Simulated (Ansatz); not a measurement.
Task: Each is relaxed and computed with the program Ansatz at the r²SCAN level (PAW). Which is the only metal?
A) Ti3GeC2, P6_3/mmc (Ti on 4f, Ti on 2a, Ge on 2b, C on 4f)
B) BaTiO3, cubic perovskite
C) BaTiB2O6, R-3 (Ba on 3a, Ti on 3b, B on 6c, O on 18f)
D) TiNi4GeO8, F-43m (Pearson symbol cF56)

Result: A, Ti3GeC2, P6_3/mmc (Ti on 4f, Ti on 2a, Ge on 2b, C on 4f). Ti3GeC2: metal; TiNi4GeO8: gap 2.07 eV (indirect); BaTiO3: gap 2.17 eV (indirect); BaTiB2O6: gap 2.91 eV. Spin orders computed, not proven ground states: TiNi4GeO8, F-43m (Pearson symbol cF56) ferromagnetic. Not the usual ambient phase: BaTiO3, cubic perovskite. Standing as an ambient phase not checked: Ti3GeC2, P6_3/mmc (Ti on 4f, Ti on 2a, Ge on 2b, C on 4f); TiNi4GeO8, F-43m (Pearson symbol cF56); BaTiB2O6, R-3 (Ba on 3a, Ti on 3b, B on 6c, O on 18f). Unstable at this level: BaTiO3, cubic perovskite. All cells were relaxed under the symmetry of their starts (and spin orders); stability against distortions was not tested throughout. Rows with no word on spin ran without spin polarisation. No Hubbard U is applied. Scalar-relativistic: spin–orbit coupling is off unless named, which matters more the heavier the elements.

Potentials: the later of the program's two PAW sets.
